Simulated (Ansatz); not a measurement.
Values for one crystal, relaxed and computed with DFT-PBEsol in the program Ansatz with PAW potentials; other levels are named.

```yaml
volume_per_atom: 40.63 Å³
electronic_character: metallic (no gap)
Pressure derivative B′: 5.2
Gap with spin–orbit coupling: none (metallic)
zone_centre_stability: no imaginary mode at Γ
mechanical_stability: unstable (C has a negative eigenvalue)
Density of states at the Fermi level: 0.81 states/eV per atom (mean over ±0.08 eV)
```

Pick the material that matches.
(A) Pd, simple cubic
(B) Sc, diamond
(C) Cu, bcc (W type)
(D) Tl, diamond

D, Tl, diamond

Space group Fd-3m (diamond). The start of the workflow was typed in or built on a structure type; neither database checked (COD, Materials Project) lists it. It is not the phase usual at ambient conditions (space group No. 194). Symmetry was held in the PBEsol relaxation. Spin–orbit coupling is left out wherever it is not named.

Potentials: the later of the program's two PAW sets.
